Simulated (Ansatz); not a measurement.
CaAlHO2:
```xyz
5
Lattice="3.7274 0.0000 0.0000 0.0000 3.7274 0.0000 0.0000 0.0000 3.4478" Properties=species:S:1:pos:R:3 pbc="T T T"
Ca     1.8637     1.8637     1.7239
Al     0.0000     0.0000     0.0000
O      1.8637     0.0000     0.0000
O      0.0000     1.8637     0.0000
H      0.0000     0.0000     1.7239
```

Relaxed with PBEsol.

Problem. Decompose the optical modes at the zone centre into irreducible representations, and say which are infrared and Raman allowed.

Solution. Point group 4/mmm: Γ_opt = 3A2u + B2u + 4Eu. Infrared: A2u, Eu. Raman: none.

Problem. Assign frequencies (DFPT, PBEsol (plane waves, PAW; program Ansatz); without the LO–TO term).

Solution. A2u 157, Eu 187, B2u 219, A2u 362, Eu 379, Eu 601, Eu 866, A2u 1890 cm⁻¹.

Subscripts of B labels follow the axes of the standard setting.

Space group P4/mmm. The start of the workflow was typed in or built on a structure type; neither database checked (COD, Materials Project) lists it. Its standing as an ambient phase is unchecked. The cell was relaxed with PBEsol under the symmetry of its start. At this level the phase is dynamically unstable (imaginary phonons).

Potentials: the earlier of the program's two PAW sets. The files were generated under PBE; for other functionals the program regenerates the frozen cores, and for LDA and PBEsol the local potential too.
